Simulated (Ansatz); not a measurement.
K2RbLaV2O8 in space group P-3m1 (No. 164; Pearson symbol hP14), plane-wave PAW r²SCAN (Ansatz code), all energies at zero smearing, with the estimated change up to a 700 eV cutoff added, with one set of potentials and settings (totals compare only within such a set). Cell of 14 atoms (2 K, 1 Rb, 1 La, 2 V, 8 O): -23028.418 eV.

```tsv
element	reference phase	E (eV/atom)
K	Im-3m, 1 atoms in the cell	-1542.4813
Rb	Cmcm, 2 atoms in the cell	-3278.0015
La	P6_3/mmc, 4 atoms in the cell	-6264.6784
V	Im-3m, 1 atoms in the cell	-2917.0669
O	C2/m, 4 atoms in the cell, spin-polarised	-566.0281
```

Formation energy per atom, worked out: (-23028.418 − 2×(-1542.4813) − 1×(-3278.0015) − 1×(-6264.6784) − 2×(-2917.0669) − 8×(-566.0281))/14 = -2.744 eV/atom (-265 kJ per mol of atoms), at 0 K, without zero-point energy or fitted corrections.

The first step of the workflow began from a Materials Project structure, measured or hypothetical; the Crystallography Open Database copy checked does not list it. Its standing as an ambient phase is unchecked. The r²SCAN relaxation kept the symmetry of its start; its stability against distortions is not shown here. No spin polarisation was allowed. No Hubbard U is applied. The references are the lowest solids computed at this level, not always the standard phases (solids in place of the gases). Scalar-relativistic: spin–orbit coupling is off unless named, which matters more the heavier the elements.

Potentials: the later of the program's two PAW sets.
